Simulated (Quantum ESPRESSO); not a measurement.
# Cheap against tight settings: TlBr

```
CELL_PARAMETERS angstrom
      3.99991     0.00000     0.00000
      0.00000     3.99991     0.00000
      0.00000     0.00000     3.99991
ATOMIC_POSITIONS crystal
  Tl 0.00000 0.00000 0.00000
  Br 0.50000 0.50000 0.50000
```
Geometry: a computed entry of the Materials Project; it was not checked against measured cells. It is TlBr in Pm-3m; whether this form has been observed was not checked. Stability against distortions was not tested.

Method: σ by GIPAW with PBE in a modified build of Quantum ESPRESSO, on JTH PAW datasets. The cutoff rises from row to row, with the meshes as listed. Costs are rough, from a shared machine. These are absolute shieldings with no macroscopic susceptibility term; δ = σ_ref − σ needs a reference computed alike. No spin–orbit coupling; Tl is the heaviest element present. The datasets of Br hold no d projectors, which limits absolute σ on these atoms.

```csv
setting,cutoff (Ha),k-mesh,σ_iso Br (ppm),f-sum rule missed by (%),rough cost ratio
A,8,3×3×3 through Γ,2385.5,0.50,about 1
B,10,5×5×5 shifted,2070.0,0.35,2
C,20,9×9×9 shifted,1864.3,0.00,10
D,30,12×12×12 shifted,1863.4,0.00,60
```

Largest change from the last row but one to the last: σ_iso Br (ppm) by -0.9.
